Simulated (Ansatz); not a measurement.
Relaxed-ion elastic tensor of SnO (zinc blende, F-43m) in GPa (Voigt order), DFT-r²SCAN in the program Ansatz with PAW potentials; density 5.65 g/cm³, 19.79 Å³ per atom.

```
      1     2     3      4      5      6
-  ----  ----  ----  -----  -----  -----
1  66.5  66.2  66.2    0.0    0.0    0.0
2  66.2  66.5  66.2    0.0    0.0    0.0
3  66.2  66.2  66.5    0.0    0.0    0.0
4   0.0   0.0   0.0  -47.3    0.0    0.0
5   0.0   0.0   0.0    0.0  -47.3    0.0
6   0.0   0.0   0.0    0.0    0.0  -47.3
```

Question: Is the crystal mechanically stable?

Answer: No: the smallest eigenvalue of C is -47.3 GPa.

The start of the workflow was typed in or built on a structure type; neither database checked (COD, Materials Project) lists it. It is not the phase usual at ambient conditions (space group No. 129). Symmetry was held in the r²SCAN relaxation. At this level the phase is mechanically unstable. The volume moved by 18 % from the start of the relaxation. As this level gives no gap, shear constants depend on the k-mesh and smearing (Fermi–Dirac, 0.1 eV here). Spin–orbit coupling is left out wherever it is not named.

Potentials: the later of the program's two PAW sets.
